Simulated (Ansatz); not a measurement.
**Two states of EuMnAs**

```xyz
6
Lattice="4.2510 0.0000 0.0000 0.0000 4.2510 0.0000 0.0000 0.0000 7.6250" Properties=species:S:1:pos:R:3 pbc="T T T"
Mn    0.0000    0.0000    0.0000
Mn    2.1255    2.1255    0.0000
Eu    2.1255    0.0000    4.9105
Eu    0.0000    2.1255    2.7145
As    2.1255    0.0000    1.4335
As    0.0000    2.1255    6.1915
```

Method: PBE; PAW, plane waves to 420 eV, 6×6×3 Γ-centred mesh, methfessel-paxton occupations (width 0.0133 eV) (Ansatz 0.2.0), atoms fixed.

State A: Mn1 down, Mn2 up, Eu3 down, Eu4 down (collinear spin). State B: Mn1 up, Mn2 down, Eu3 up, Eu4 down (collinear spin).

Question: Which state is lower, and how do they differ?

Answer: State A is lower by 44.9 meV an atom at zero smearing.

| state | free energy (meV/atom) | largest moment in a small sphere (μB) | net moment (μB/cell) | gap on mesh (eV) | pressure (GPa) | largest force (eV/Å) |
| --- | --- | --- | --- | --- | --- | --- |
| A | 0.0 | 7.02 | 15.61 | metal | -3.8 | 0.55 |
| B | 44.9 | 6.81 | 0.00 | metal | -4.0 | 0.56 |

Origin: a known structure type with other elements, at an estimated volume, so it need not be a known compound. Caveats: f shells without a U or exact exchange are poorly placed.
